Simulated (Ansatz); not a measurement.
**YRuO4: relaxation (Ansatz)**

Input:

```yaml
crystal:
  lattice:
    - [-3.713789, 3.713789, 3.247644]
    - [3.713789, -3.713789, 3.247644]
    - [3.713789, 3.713789, -3.247644]
  atoms:
    - { symbol: "Y", position: [0.0, 0.0, 0.0] }
    - { symbol: "Y", position: [0.75, 0.25, 0.5] }
    - { symbol: Ru, position: [0.5, 0.5, 0.0] }
    - { symbol: Ru, position: [0.25, 0.75, 0.5] }
    - { symbol: O, position: [0.51, 0.34, 0.17] }
    - { symbol: O, position: [0.09, 0.42, 0.33] }
    - { symbol: O, position: [0.17, 0.34, 0.83] }
    - { symbol: O, position: [0.09, 0.76, 0.67] }
    - { symbol: O, position: [0.24, 0.91, 0.33] }
    - { symbol: O, position: [0.66, 0.49, 0.83] }
    - { symbol: O, position: [0.58, 0.91, 0.67] }
    - { symbol: O, position: [0.66, 0.83, 0.17] }
  symmetry: { tolerance: 0.0003 }
kpoints:
  mp_grid: { grid: [5, 5, 5], shift: [0, 0, 0] }
magnetization:
  spin_polarized: false
scf:
  occupations: { method: fermi_dirac }
  lower_state_search: "off"
hamiltonian:
  pseudopotentials: { kind: paw }
  xc: pbe
basis:
  ecutwfc: 420
  fft_grid_basis: typed
relax:
  max_steps: 40
  cell: { p_target: 0.0 }
output:
  forces: true
  stress: true
  eigenvalues: true
  bader: true
  populations: true
  elf: true
  write_potential: true
  volumetric_format: npy
  dos:
    e_range: [-12, 8]
    de: 0.05
    projected: { site_lists: { O: [O], Ru: [Ru], "Y": ["Y"] } }
checkpoint:
  read: saved_state
```

The command:

```bash
ansatz run input.yaml --threads 2 --pin off --max-ram 3584MiB --backend cpu --events-out ev --progress --plain --runs-dir out
```

Origin of the cell: a known structure type with other elements, at an estimated volume, so it need not be a known compound.

The smearing width isn't typed, so it takes its default of 0.1 eV.

The saved state is a converged single point of the same cell.

Steps («new basis» is an SCF on plane waves selected anew at the same cell):

```tsv
step	ΔF (meV/atom)	max force component (eV/Å)	P (GPa)	volume (Å³)	SCF iterations	step was
1	0.0	8.296	31.93	179.17	7	accepted
2	-580.4	1.535	19.95	158.11	8	accepted
3	-661.9	0.709	3.67	170.70	8	accepted
4	-670.4	0.137	0.29	172.31	7	accepted
5	-671.6	0.072	-0.31	173.02	7	accepted
6	-672.0	0.005	-0.04	172.92	7	accepted
7	-672.0	0.002	0.01	173.01	6	accepted
8	-670.7	0.002	-0.14	173.01	8	new basis
9	-670.8	0.003	0.03	172.68	7	accepted
10	-670.7	0.003	0.03	172.68	7	new basis
```

Step 1, with forces in eV/Å:

```xyz
12
Lattice="-3.714 3.714 3.248 3.714 -3.714 3.248 3.714 3.714 -3.248" Properties=species:S:1:pos:R:3:forces:R:3 pbc="T T T" step=1
Y     0.000    0.000    0.000    0.000    0.000    0.000
Y     0.000    3.714    1.624    0.000    0.000    0.000
Ru    0.000    0.000    3.248    0.000    0.000    0.000
Ru    3.714    0.000    1.624    0.000    0.000    0.000
O     0.000    1.263    2.208    0.000    8.296   -7.464
O     2.451    0.000    0.585   -8.296    0.000   -7.464
O     3.714    2.451   -1.039    0.000   -8.296   -7.464
O     4.976    0.000    0.585    8.296    0.000   -7.464
O     3.714   -1.263    2.663    0.000   -8.296    7.464
O     2.451    3.714    1.039   -8.296    0.000    7.464
O     3.714    1.263    2.663    0.000    8.296    7.464
O     1.263    0.000    4.287    8.296    0.000    7.464
```

Step 2, with forces in eV/Å:

```xyz
12
Lattice="-3.556 3.556 3.126 3.556 -3.556 3.126 3.556 3.556 -3.126" Properties=species:S:1:pos:R:3:forces:R:3 pbc="T T T" step=2
Y     0.000    0.000    0.000    0.000    0.000    0.000
Y     0.000    3.556    1.563    0.000    0.000    0.000
Ru    0.000    0.000    3.126    0.000    0.000    0.000
Ru    3.556    0.000    1.563    0.000    0.000    0.000
O     0.000    1.339    1.986    0.000    1.417   -1.535
O     2.217    0.000    0.424   -1.417    0.000   -1.535
O     3.556    2.217   -1.139    0.000   -1.417   -1.535
O     4.895    0.000    0.424    1.417    0.000   -1.535
O     3.556   -1.339    2.702    0.000   -1.417    1.535
O     2.217    3.556    1.139   -1.417    0.000    1.535
O     3.556    1.339    2.702    0.000    1.417    1.535
O     1.339    0.000    4.265    1.417    0.000    1.535
```

Step 3, with forces in eV/Å:

```xyz
12
Lattice="-3.605 3.605 3.284 3.605 -3.605 3.284 3.605 3.605 -3.284" Properties=species:S:1:pos:R:3:forces:R:3 pbc="T T T" step=3
Y     0.000    0.000    0.000    0.000    0.000    0.000
Y     0.000    3.605    1.642    0.000    0.000    0.000
Ru    0.000    0.000    3.284    0.000    0.000    0.000
Ru    3.605    0.000    1.642    0.000    0.000    0.000
O     0.000    1.338    2.074    0.000    0.453   -0.709
O     2.267    0.000    0.432   -0.453    0.000   -0.709
O     3.605    2.267   -1.210    0.000   -0.453   -0.709
O     4.943    0.000    0.432    0.453    0.000   -0.709
O     3.605   -1.338    2.852    0.000   -0.453    0.709
O     2.267    3.605    1.210   -0.453    0.000    0.709
O     3.605    1.338    2.852    0.000    0.453    0.709
O     1.338    0.000    4.494    0.453    0.000    0.709
```

Step 4, with forces in eV/Å:

```xyz
12
Lattice="-3.603 3.603 3.318 3.603 -3.603 3.318 3.603 3.603 -3.318" Properties=species:S:1:pos:R:3:forces:R:3 pbc="T T T" step=4
Y     0.000    0.000    0.000    0.000    0.000    0.000
Y     0.000    3.603    1.659    0.000    0.000    0.000
Ru    0.000    0.000    3.318    0.000    0.000    0.000
Ru    3.603    0.000    1.659    0.000    0.000    0.000
O     0.000    1.329    2.065    0.000   -0.010   -0.137
O     2.274    0.000    0.406    0.010    0.000   -0.137
O     3.603    2.274   -1.253    0.000    0.010   -0.137
O     4.932    0.000    0.406   -0.010    0.000   -0.137
O     3.603   -1.329    2.912    0.000    0.010    0.137
O     2.274    3.603    1.253    0.010    0.000    0.137
O     3.603    1.329    2.912    0.000   -0.010    0.137
O     1.329    0.000    4.571   -0.010    0.000    0.137
```

Step 5, with forces in eV/Å:

```xyz
12
Lattice="-3.618 3.618 3.304 3.618 -3.618 3.304 3.618 3.618 -3.304" Properties=species:S:1:pos:R:3:forces:R:3 pbc="T T T" step=5
Y     0.000    0.000    0.000    0.000    0.000    0.000
Y     0.000    3.618    1.652    0.000    0.000    0.000
Ru    0.000    0.000    3.304    0.000    0.000    0.000
Ru    3.618    0.000    1.652    0.000    0.000    0.000
O     0.000    1.330    2.046    0.000   -0.072   -0.024
O     2.289    0.000    0.394    0.072    0.000   -0.024
O     3.618    2.289   -1.258    0.000    0.072   -0.024
O     4.948    0.000    0.394   -0.072    0.000   -0.024
O     3.618   -1.330    2.910    0.000    0.072    0.024
O     2.289    3.618    1.258    0.072    0.000    0.024
O     3.618    1.330    2.910    0.000   -0.072    0.024
O     1.330    0.000    4.561   -0.072    0.000    0.024
```

Step 8, with forces in eV/Å:

```xyz
12
Lattice="-3.626 3.626 3.289 3.626 -3.626 3.289 3.626 3.626 -3.289" Properties=species:S:1:pos:R:3:forces:R:3 pbc="T T T" step=8
Y     0.000    0.000    0.000    0.000    0.000    0.000
Y     0.000    3.626    1.644    0.000    0.000    0.000
Ru    0.000    0.000    3.289    0.000    0.000    0.000
Ru    3.626    0.000    1.644    0.000    0.000    0.000
O     0.000    1.324    2.026    0.000    0.002   -0.001
O     2.302    0.000    0.382   -0.002    0.000   -0.001
O     3.626    2.302   -1.263    0.000   -0.002   -0.001
O     4.950    0.000    0.382    0.002    0.000   -0.001
O     3.626   -1.324    2.907    0.000   -0.002    0.001
O     2.302    3.626    1.263   -0.002    0.000    0.001
O     3.626    1.324    2.907    0.000    0.002    0.001
O     1.324    0.000    4.552    0.002    0.000    0.001
```

Step 10, with forces in eV/Å:

```xyz
12
Lattice="-3.622 3.622 3.290 3.622 -3.622 3.290 3.622 3.622 -3.290" Properties=species:S:1:pos:R:3:forces:R:3 pbc="T T T" step=10
Y     0.000    0.000    0.000    0.000    0.000    0.000
Y     0.000    3.622    1.645    0.000    0.000    0.000
Ru    0.000    0.000    3.290    0.000    0.000    0.000
Ru    3.622    0.000    1.645    0.000    0.000    0.000
O     0.000    1.323    2.027    0.000   -0.003    0.002
O     2.299    0.000    0.382    0.003    0.000    0.002
O     3.622    2.299   -1.263    0.000    0.003    0.002
O     4.945    0.000    0.382   -0.003    0.000    0.002
O     3.622   -1.323    2.908    0.000    0.003   -0.002
O     2.299    3.622    1.263    0.003    0.000   -0.002
O     3.622    1.323    2.908    0.000   -0.003   -0.002
O     1.323    0.000    4.554   -0.003    0.000   -0.002
```

| Item | Value |
| --- | --- |
| Free energy lowered by | 670.7 meV/atom |
| Volume change | -3.62 % |
| Final pressure | 0.03 GPa |
| Relaxation steps listed | 10 |

Caveats: no moments, though an odd count or open d shells may carry them; the given cell is far from equilibrium, with atoms too close or a volume far off; the relaxation held the start's symmetry, so the end may be a saddle point.

It ran for 98 s on 2 threads of Arm Neoverse V2 (shared host), peak memory 0.55 GiB, from a saved density.
